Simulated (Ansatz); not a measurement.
Ansatz (a program for electronic structure) input:

Ansatz 0.2 input:
```yaml
crystal:
  lattice:
    - [-2.7122545415, 2.7122545415, 5.3546097081]
    - [2.7122545415, -2.7122545415, 5.3546097081]
    - [2.7122545415, 2.7122545415, -5.3546097081]
  atoms:
    - { symbol: Ge, position: [0.5, 0.5, 0.0] }
    - { symbol: Ge, position: [0.25, 0.75, 0.5] }
    - { symbol: Zn, position: [0.0, 0.0, 0.0] }
    - { symbol: Zn, position: [0.75, 0.25, 0.5] }
    - { symbol: P, position: [0.375, 0.3766712112, 0.5016712112] }
    - { symbol: P, position: [0.6233287888, 0.125, 0.9983287888] }
    - { symbol: P, position: [0.875, 0.8733287888, 0.4983287888] }
    - { symbol: P, position: [0.1266712112, 0.625, 0.0016712112] }
kpoints:
  mp_grid: { grid: [7, 7, 7] }
hamiltonian:
  xc: pbesol
  pseudopotentials: { kind: paw }
scf:
  occupations: { method: fixed }
dielectric: { raman: true }
```

Output (shortened):

```
Pseudopotential: Ge, paw, valence charge 14
Pseudopotential: Zn, paw, valence charge 12
Pseudopotential: P, paw, valence charge 5
Functional definition: PBEsol
Crystal: 8 atoms, lattice volume = 157.561 Å³
Basis set: ecut = 420 eV, 3033 PW (Γ), exchange–correlation on 96×96×96 points (8 copies of the dense FFT grid, shifted against one another)
Bands: 44, of which v1, the nominal top of the filled ones, is band 36 counted from 1 (35 counted from 0)
Symmetry: 8 space group operations
k-points: 172 of 343 (irreducible under 1 space group operation, time reversal used)
SCF iter   1: F=—  HF=-18030.676182 eV  |F-HF|=—  |Δ(HF+E_count)|=         —  Δρ=4.08e-3  dr2=2.98e-2  ethr=1.77e-3  ⟨swp⟩=5.1  Hψ=28787  notcnv=0  defer=922
preconditioner: auto → Resta (q_TF=auto, 2.394 Å⁻¹)
SCF iter   2: F=—  HF=-18030.664716 eV  |F-HF|=—  |Δ(HF+E_count)|=   1.15e-2  Δρ=1.59e-3  dr2=5.58e-3  ethr=4.14e-5  ⟨swp⟩=2.3  Hψ=12921  notcnv=0  defer=1032
SCF iter   3: F=—  HF=-18030.663601 eV  |F-HF|=—  |Δ(HF+E_count)|=   1.12e-3  Δρ=1.35e-3  dr2=2.10e-3  ethr=7.75e-6  ⟨swp⟩=3.0  Hψ=13862  notcnv=0  defer=1032
SCF iter   4: F=—  HF=-18030.662900 eV  |F-HF|=—  |Δ(HF+E_count)|=   7.01e-4  Δρ=2.96e-4  dr2=1.65e-4  ethr=2.92e-6  ⟨swp⟩=2.0  Hψ=11102  notcnv=0  defer=1032
SCF iter   5: F=—  HF=-18030.662977 eV  |F-HF|=—  |Δ(HF+E_count)|=   7.65e-5  Δρ=1.97e-4  dr2=4.52e-5  ethr=2.29e-7  ⟨swp⟩=2.0  Hψ=13247  notcnv=0  defer=1029
SCF iter   6: F=—  HF=-18030.662925 eV  |F-HF|=—  |Δ(HF+E_count)|=   5.18e-5  Δρ=6.69e-5  dr2=4.68e-6  ethr=6.28e-8  ⟨swp⟩=2.0  Hψ=13175  notcnv=0  defer=1006
SCF iter   7: F=—  HF=-18030.662976 eV  |F-HF|=—  |Δ(HF+E_count)|=   5.14e-5  Δρ=3.34e-5  dr2=9.03e-7  ethr=6.50e-9  ⟨swp⟩=2.0  Hψ=13315  notcnv=0  defer=999
SCF iter   8: F=—  HF=-18030.662976 eV  |F-HF|=—  |Δ(HF+E_count)|=   6.26e-7  Δρ=1.04e-5  dr2=8.56e-8  ethr=1.25e-9  ⟨swp⟩=2.0  Hψ=13045  notcnv=0  defer=999
SCF iter  10: F=-18030.662976 eV  HF=-18030.662976 eV  |F-HF|=2.18e-11  |Δ(HF+E_count)|=   1.64e-9  Δρ=1.46e-7  dr2=1.94e-11  ethr=1.00e-12  ⟨swp⟩=11.9  Hψ=42996  notcnv=0
SCF 1 converged in 10 iterations: F = -18030.662976 eV  dr2 = 1.94e-11
NSCF: frozen V_eff on 11 k-points
DFPT response loops at Γ: preconditioner auto → Resta (q_TF=auto, 2.394 Å⁻¹)  ε∞=7.5 (no band partly filled) …
── the response to a field inside a basis, on 8×8×8 k-points: an SCF that follows is theirs, and a resumed run solves both again ──
Crystal: 8 atoms, lattice volume = 157.561 Å³
Bands: 37, of which v1, the nominal top of the filled ones, is band 36 counted from 1 (35 counted from 0)
k-points: 56
SCF iter   1: F=—  HF=-18030.534044 eV  |F-HF|=—  |Δ(HF+E_count)|=         —  Δρ=3.05e-4  dr2=6.88e-5  ethr=1.00e-1
preconditioner: auto → Resta (q_TF=auto, 2.394 Å⁻¹)
SCF iter   2: F=—  HF=-18030.534048 eV  |F-HF|=—  |Δ(HF+E_count)|=   4.31e-6  Δρ=1.35e-4  dr2=1.65e-5  ethr=9.56e-8
SCF iter   3: F=—  HF=-18030.534051 eV  |F-HF|=—  |Δ(HF+E_count)|=   3.40e-6  Δρ=8.58e-5  dr2=6.33e-6  ethr=2.28e-8
SCF iter   4: F=—  HF=-18030.534053 eV  |F-HF|=—  |Δ(HF+E_count)|=   1.02e-6  Δρ=1.48e-5  dr2=4.71e-7  ethr=8.79e-9
SCF iter   5: F=—  HF=-18030.534053 eV  |F-HF|=—  |Δ(HF+E_count)|=   6.97e-8  Δρ=5.50e-6  dr2=6.41e-8  ethr=6.54e-10
SCF iter   6: F=—  HF=-18030.534053 eV  |F-HF|=—  |Δ(HF+E_count)|=   1.50e-9  Δρ=2.20e-6  dr2=7.45e-9  ethr=8.91e-11
SCF iter   7: F=—  HF=-18030.534053 eV  |F-HF|=—  |Δ(HF+E_count)|=   8.11e-9  Δρ=5.79e-7  dr2=2.88e-10  ethr=1.03e-11
SCF iter   8: F=-18030.534053 eV  HF=-18030.534053 eV  |F-HF|=7.28e-12  |Δ(HF+E_count)|=  1.71e-10  Δρ=7.16e-8  dr2=6.59e-12  ethr=1.00e-12
SCF 1 converged in 8 iterations: F = -18030.534053 eV  dr2 = 6.59e-12
DFPT response loops at Γ: preconditioner auto → Resta (q_TF=auto, 2.394 Å⁻¹)  ε∞=7.4 (no band partly filled) …
DFPT response loops at Γ: mixed as the last ones told, above
SCF converged after 10 iterations
Free energy (F): -18030.662976 eV
Harris-Foulkes:  -18030.662976 eV  (|F-HF|=2.18e-11)
Internal energy: -18030.662976 eV  (E = F + TS)
E sigma→0 (E₀):  -18030.662976 eV
Fermi energy:    7.470792 eV
--- Per-component energies (eV) ---
  E_band       = -275.019980
  E_kinetic    = 766.892068
  E_local      = -9224.981160  (includes V_loc(G=0)·N_el)
  E_nonlocal   = 2202.007670
  E_hartree    = 3950.365460
  E_xc         = -667.260332
  E_vxc        = -479.783643  (∫ρ·V_xc dr)
  E_paw        = -9751.101079  (= ΣΔE_a)
  E_vpaw       = -1439.885418  (= ΣTr[D̂ρ^β])
  E_aug_tail   = -0.000098  (compensation charges beyond the density's cutoff)
  E_ewald      = -5310.200471
  E_core_change = 3.614967  (= ΣΔE_core)
  E_smearing   =  0.000000  (= −TS)
  E_closure    = 0.000000  (closes the sum)
  Σ components = -18030.662976   (vs F -18030.662976, Δ=0.00e0)
  [band-id]    e_kinetic+e_local+e_nonlocal+2·e_hartree+e_vxc+e_vpaw+e_augmentation_tail = -275.019661   (vs E_band -275.019980, Δ=3.18e-4)
--- Band table (eV; the first three rows and the last of 172) ---
  k-point 0: bands = ["-17.3991", "-17.3976", "-17.3976", "-17.3929", "-17.3868", "-17.3868", "-17.3666", "-17.3630", "-17.3609", "-17.3575", "-5.8640", "-2.7827", "-2.7745", "-2.7745", "-1.9178", "0.3232", "0.4187", "0.4553", "0.4553", "0.5085", "0.6106", …
  k-point 1: bands = ["-17.3992", "-17.3975", "-17.3969", "-17.3929", "-17.3873", "-17.3872", "-17.3663", "-17.3631", "-17.3607", "-17.3577", "-5.7214", "-3.1604", "-2.9493", "-2.7884", "-1.5706", "0.1347", "0.4217", "0.4534", "0.5285", "0.5629", "0.5687", …
  k-point 2: bands = ["-17.3990", "-17.3975", "-17.3953", "-17.3928", "-17.3886", "-17.3886", "-17.3655", "-17.3633", "-17.3601", "-17.3580", "-5.3231", "-3.7278", "-3.2481", "-2.8937", "-1.0466", "-0.0481", "0.4311", "0.4482", "0.5374", "0.5424", "0.5703", …
  k-point 171: bands = ["-17.3987", "-17.3978", "-17.3956", "-17.3928", "-17.3885", "-17.3883", "-17.3654", "-17.3635", "-17.3599", "-17.3580", "-5.2580", "-3.8229", "-3.2670", "-2.9673", "-0.9291", "-0.0664", "0.4303", "0.4568", "0.5174", "0.5352", "0.5894", …
--- Dielectric response (ions clamped): 3 representative field directions + reference, inside a basis on a mesh of 512 k-points (Σ response iterations 21) ---
  ε∞ (high-frequency dielectric tensor):
       12.341577     0.000000     0.000000
        0.000000    12.341577     0.000000
        0.000000     0.000000    12.479785
  Born effective charges Z* (e; rows j = field, columns β = displacement):
    site 0:
         2.04964   -0.23631    0.00000
         0.23631    2.04964    0.00000
         0.00000    0.00000    2.21985
    site 1:
         2.04964    0.23631    0.00000
        -0.23631    2.04964    0.00000
         0.00000    0.00000    2.21985
    site 2:
         1.55836    0.07606    0.00000
        -0.07606    1.55836    0.00000
         0.00000    0.00000    1.39838
    site 3:
         1.55836   -0.07606    0.00000
         0.07606    1.55836    0.00000
         0.00000    0.00000    1.39838
    site 4:
        -1.69304    0.00000    0.00000
         0.00000   -1.91495    0.09580
         0.00000   -0.03191   -1.80912
    site 5:
        -1.91495    0.00000   -0.09580
         0.00000   -1.69304    0.00000
         0.03191    0.00000   -1.80912
    site 6:
        -1.69304    0.00000    0.00000
         0.00000   -1.91495   -0.09580
         0.00000    0.03191   -1.80912
    site 7:
        -1.91495    0.00000    0.09580
         0.00000   -1.69304    0.00000
        -0.03191    0.00000   -1.80912
  Z* charge neutrality: 4.762e-2 e pre-enforcement
  solved inside a basis spanned on kpoints, on 8×8×8 k-points transformed towards the longest dipole: ε∞ is read to err by 7.3e-2, Z* by 2.5e-2 e (field_mesh …
  Raman tensors (in the event stream and the table raman_tensors.tsv) …
```

Cost: around 40 core-minutes (rough) on shared cores.

Space group I-42d (chalcopyrite). Symmetry was held in the PBEsol relaxation. Spin–orbit coupling is left out wherever it is not named.

Potentials: the later of the program's two PAW sets.

Ansatz is a plane-wave DFT program.
